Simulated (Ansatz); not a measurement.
Sr2TaNO3:
```cif
data_N2O6Sr4Ta2
_chemical_formula_sum 'Sr4 Ta2 N2 O6'
_space_group_name_H-M_alt 'Immm'
_space_group_IT_number 71
_space_group_name_Hall '-I 2 2'
_cell_length_a 4.00417
_cell_length_b 4.05417
_cell_length_c 12.66265
_cell_angle_alpha 90.000
_cell_angle_beta 90.000
_cell_angle_gamma 90.000
loop_
_atom_site_label
_atom_site_type_symbol
_atom_site_symmetry_multiplicity
_atom_site_Wyckoff_symbol
_atom_site_fract_x
_atom_site_fract_y
_atom_site_fract_z
_atom_site_occupancy
Sr1 Sr 4 i 0.00000 0.00000 0.35473 1
Ta1 Ta 2 a 0.00000 0.00000 0.00000 1
N1 N 2 d 0.00000 0.50000 0.00000 1
O1 O 4 i 0.00000 0.00000 0.16051 1
O2 O 2 b 0.50000 0.00000 0.00000 1
```
(The calculation used a cell of 7 atoms; values per cell refer to that cell.)

Relaxed with r²SCAN.

### Question
Tabulate the valence density and the electron localisation function along the shortest Sr–N contact (2.72 Å), r²SCAN (plane waves, PAW; program Ansatz).

### Answer


```
distance from Sr (Å)  density (e/Å³)   ELF
--------------------  --------------  ----
0.27                            2.17  0.23
0.41                            2.70  0.59
0.54                            2.58  0.80
0.68                            1.97  0.85
0.82                            1.26  0.84
0.95                            0.71  0.72
1.09                            0.39  0.39
1.22                            0.23  0.13
1.36                            0.19  0.09
1.50                            0.21  0.20
1.63                            0.29  0.49
1.77                            0.44  0.70
1.90                            0.71  0.79
2.04                            1.17  0.81
2.18                            1.90  0.77
2.31                            2.77  0.62
2.45                            3.36  0.32
```

The density is the valence pseudo-density with augmentation charge, so density and ELF within about 1 Å of a nucleus are not all-electron values.

The first step of the workflow began from a Materials Project structure, measured or hypothetical; the Crystallography Open Database copy checked does not list it. With N and O taken as one species the cell has the higher symmetry I4/mmm, so it may be an ordered model of a mixed-site phase. Its standing as an ambient phase is unchecked. The cell was relaxed with r²SCAN under the symmetry of its start; its stability against distortions is not shown here. The run is not spin-polarised. Scalar-relativistic: spin–orbit coupling is off unless named, which matters more the heavier the elements.

Potentials: the later of the program's two PAW sets.
